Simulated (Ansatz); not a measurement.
BN in space group P6_3mc (No. 186; B on 2a, B on 2b, N on 2a, N on 2b), LDA in the plane-wave PAW code Ansatz. The conduction-band minimum lies at M, with 3 equivalent valleys. Second derivatives d²E/dk² of the lowest band at one valley (eV·Å²), along Cartesian directions:

```json
[
 {"direction": "[100]", "d²E/dk²": "20.94"},
 {"direction": "[010]", "d²E/dk²": "9.713"},
 {"direction": "[001]", "d²E/dk²": "14.49"},
 {"direction": "[110]", "d²E/dk²": "15.33"},
 {"direction": "[101]", "d²E/dk²": "17.72"},
 {"direction": "[011]", "d²E/dk²": "12.10"}
]
```

Q: Find the principal effective masses, the density-of-states mass and the conductivity mass.

A: Off-diagonal terms follow from H_xy = H[110] − (H_xx + H_yy)/2, and m*/mₑ = 7.620 eV·Å² over each eigenvalue: 0.36, 0.53, 0.78. One valley's DOS mass (m₁m₂m₃)^(1/3) = 0.53, conductivity mass 3/(Σ 1/mᵢ) = 0.51 mₑ.

Q: What effective density of states Nc follows at 300 K for parabolic valleys?

A: Nc = 2.509e19 × 3 × (0.53)^(3/2) ≈ 2.9e19 cm⁻³.

Q: With the computed static dielectric constant 6.71 (mean of the diagonal), estimate a hydrogenic donor's binding energy and radius.

A: E = 13.606 eV × 0.51/6.71² ≈ 150 meV; a = 0.529 Å × ε/m* ≈ 7.0 Å. Semilocal masses tend to be too small where the gap is.

A made-up cell: these elements were put on the sites of a structure type. Its sites differ from those of the usual phase in this space group: another stacking or structure type. The cell was relaxed with LDA under the symmetry of its start; phonons on a q-mesh show no instability.

Potentials: the later of the program's two PAW sets.
